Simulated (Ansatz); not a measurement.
A relaxed cell of BaF₂ (Fm-3m (No. 225)), relaxed on a k-mesh at least as fine as the one used below. The numbers are results of PBE (plane waves to 420 eV, PAW, scalar-relativistic; Ansatz, a first-principles code), not measurements. Γ-centred k-mesh 7×7×7 on the run's cell (coarser than for final values), Fermi–Dirac smearing 0.05 eV.

```
BaF2
1.0
    0.00000     3.12313     3.12313
    3.12313     0.00000     3.12313
    3.12313     3.12313     0.00000
Ba F
1 2
Direct
  0.00000   0.00000   0.00000
  0.25000   0.25000   0.25000
  0.75000   0.75000   0.75000
```

The atoms are displaced by (Å):

| atom | ux | uy | uz |
|---|---|---|---|
| Ba1 | -0.395 | 0.292 | -0.338 |
| F2 | -0.310 | -0.048 | 0.181 |
| F3 | -0.385 | 0.445 | -0.703 |

Question: What forces (eV/Å) and pressure result?

Answer: 
```
atom     Fx     Fy     Fz
----  -----  -----  -----
Ba1    1.29  -1.01   0.76
F2    -1.89   1.69  -3.09
F3     0.60  -0.69   2.32
```

Pressure +9.1 GPa.

Question: Estimate the energy cost of the displacement in the harmonic approximation and compare with the calculation.

Answer: For a harmonic well ΔE = −½ Σ F·u = 1.644 eV a cell, or 548 meV/atom. The calculated energy relative to the undisplaced cell is +441 meV/atom, so anharmonic terms matter at this amplitude.

No spin polarisation in the result.

The run that gave the undisplaced cell could not lose the symmetry of its start; a randomly shaken copy of 3 atoms returns to this structure.
